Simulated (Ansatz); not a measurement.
LaBr2 in space group P6_3/mmc (No. 194; La on 2b, Br on 4f), plane-wave PAW r²SCAN+D4 (Ansatz code). The conduction-band minimum lies on the Γ–M line, 88 % of the way from Γ, with 6 equivalent valleys. Second derivatives d²E/dk² of the lowest band at one valley (eV·Å²), along Cartesian directions:

| direction | d²E/dk² |
|---|---|
| [100] | 7.132 |
| [010] | 1.092 |
| [001] | 0.5468 |
| [110] | 4.110 |
| [101] | 3.839 |
| [011] | 0.8193 |

### Question
Find the principal effective masses, the density-of-states mass and the conductivity mass.

### Answer
Off-diagonal terms follow from H_xy = H[110] − (H_xx + H_yy)/2, and m*/mₑ = 7.620 eV·Å² over each eigenvalue: 1.1, 7.0, 14. One valley's DOS mass (m₁m₂m₃)^(1/3) = 4.7, conductivity mass 3/(Σ 1/mᵢ) = 2.6 mₑ.

### Question
What effective density of states Nc follows at 300 K for parabolic valleys?

### Answer
Nc = 2.509e19 × 6 × (4.7)^(3/2) / 2 (one spin channel) ≈ 7.7e20 cm⁻³.

The first step of the workflow began from a Materials Project structure, measured or hypothetical; the Crystallography Open Database files this formula in space group No. 194, but the cells were not matched. Its standing as an ambient phase is unchecked. The r²SCAN+D4 relaxation kept the symmetry of its start; its stability against distortions is not shown here. The final state is ferromagnetic, chosen from 2 collinear starts compared on coarse meshes (ties went to the first, and starts can fall back to one state), not a proven ground state. Other orbital occupations within this spin state were not tried. No Hubbard U is applied. Scalar-relativistic: spin–orbit coupling is off unless named, which matters more the heavier the elements.

Potentials: the later of the program's two PAW sets.

Edges and masses are those of Kohn–Sham bands, whose gap is no quasiparticle gap.
